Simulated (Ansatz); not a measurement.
Computed with Ansatz 0.2.0, DFT PBE, scalar-relativistic, plane waves, PAW. Settings: cutoff 420 eV, Γ-centred meshes spaced at most about 0.3 Å⁻¹, and about 0.25 Å⁻¹ or finer for metals (2π included), Gaussian smearing. No spin polarisation in the final relaxations.

Temperature and zero-point effects are left out.

Two forms of Li2SbMo3 were relaxed alike.

A.

Space group Cmmm (No. 65). a = 4.992 Å, b = 8.872 Å, c = 4.427 Å, α = 90.00°, β = 90.00°, γ = 90.00°
| atom | site | symmetry | x | y | z |
| --- | --- | --- | --- | --- | --- |
| Li | 4f | ..2/m | 0.2500 | 0.2500 | 0.5000 |
| Sb | 2b | mmm | 0.5000 | 0.0000 | 0.0000 |
| Mo | 4i | m2m | 0.5000 | 0.3370 | 0.0000 |
| Mo | 2d | mmm | 0.0000 | 0.0000 | 0.5000 |

B.

Space group P6/mmm (No. 191). a = 5.035 Å, b = 5.035 Å, c = 4.790 Å, α = 90.00°, β = 90.00°, γ = 120.00°
| atom | site | symmetry | x | y | z |
| --- | --- | --- | --- | --- | --- |
| Li | 2c | -6m2 | 0.3333 | 0.6667 | 0.0000 |
| Sb | 1a | 6/mmm | 0.0000 | 0.0000 | 0.0000 |
| Mo | 3g | mmm | 0.5000 | 0.0000 | 0.5000 |

Question: Which placement of the atoms is lower in energy, and by how much?

Answer: A is lower, by 179 meV/atom. The two share one framework of sites and differ in which element sits where. A has space group Cmmm (No. 65), 16.3 Å³/atom and no gap on its mesh; B has space group P6/mmm (No. 191), 17.5 Å³/atom and no gap. Counting Li or Mo atoms around Sb (for each partner element, those within 1.25 times its shortest distance or 1.15 times the sum of covalent radii, where it is the nearest in units of that sum or under 1.3), A and B both have Sb 18. The denser one is the lower, and pressure would at first widen the difference. Even the lower one lies +0.50 eV/atom against the reference forms of the elements (uncorrected), so neither is stable at this level. In A, Li is surrounded by 2 Li at 2.50 Å and 6 Mo at 2.54–2.66 Å; around Sb lie 6 Mo at 2.88–2.99 Å, 4 Mo at 3.34 Å and 8 Li at 3.37 Å; around Mo on a site of symmetry m2m lie 2 Mo at 2.64 Å, 4 Li at 2.66 Å, 3 Sb at 2.88–2.99 Å and 3 Mo at 2.89–2.93 Å; 1 more site not described. In B, around Li lie 6 Mo at 2.80 Å, 3 Sb at 2.91 Å and 3 Li at 2.91 Å; around Sb lie 6 Li at 2.91 Å and 12 Mo at 3.47 Å; Mo has 4 Mo at 2.52 Å and 4 Li at 2.80 Å. Both come from invented guesses. A third cell relaxed alike, in R-3m, lies 123 meV/atom below the lower of the two.

Spin–orbit coupling, which can matter for Sb, is left out. Cells relaxed within their symmetry can be saddle points.
